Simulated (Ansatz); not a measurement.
HfSiO4:
```yaml
crystal:
  lattice:
    - [-3.32265, 3.32265, 3.00712]
    - [3.32265, -3.32265, 3.00712]
    - [3.32265, 3.32265, -3.00712]
  atoms:
    - { symbol: Hf, position: [0.00000, 0.00000, 0.00000] }
    - { symbol: Hf, position: [0.75000, 0.25000, 0.50000] }
    - { symbol: Si, position: [0.25000, 0.75000, 0.50000] }
    - { symbol: Si, position: [0.50000, 0.50000, 0.00000] }
    - { symbol: O, position: [0.13473, 0.31893, 0.81581] }
    - { symbol: O, position: [0.06893, 0.75312, 0.68419] }
    - { symbol: O, position: [0.50312, 0.31893, 0.18419] }
    - { symbol: O, position: [0.06893, 0.38473, 0.31581] }
    - { symbol: O, position: [0.61527, 0.93107, 0.68419] }
    - { symbol: O, position: [0.68107, 0.86527, 0.18419] }
    - { symbol: O, position: [0.24688, 0.93107, 0.31581] }
    - { symbol: O, position: [0.68107, 0.49688, 0.81581] }
```

Relaxed with PBE. Special points in fractions of this cell's reciprocal vectors: Γ (0.000, 0.000, 0.000); X (0.000, 0.000, 0.500); M (-0.500, 0.500, 0.500); Z (0.455, 0.455, -0.455); Z0 (-0.455, 0.545, 0.455); P (0.250, 0.250, 0.250); N (0.000, 0.500, 0.000).

Problem. List the band energies nearest the valence-band maximum at these points for PBE (plane waves, PAW; program Ansatz).

Solution. In eV from the valence-band maximum; about four levels below and three above (degenerate sets whole), none deeper than 8.9 eV; points with the same levels are listed once.

```csv
k,below,above
Γ,-0.58 -0.58 -0.52 0.00,5.66 5.97 5.97
X,-0.87 -0.87 -0.56 -0.56,5.33 5.33 6.41 6.41 6.41 6.41
M,-1.05 -1.05 -0.88 -0.88,6.11 6.11 6.43 6.43
Z,-0.99 -0.99 -0.81 -0.81,6.03 6.19 6.34
P,-1.09 -1.09 -0.47 -0.47,5.33 5.33 6.61 6.61
N,-0.93 -0.78 -0.24 -0.21,5.56 5.71 6.45
```

Space group I4_1/amd. Symmetry was held in the PBE relaxation. No spin polarisation was allowed. Scalar-relativistic: spin–orbit coupling is off unless named, which matters more the heavier the elements.

Potentials: the later of the program's two PAW sets.
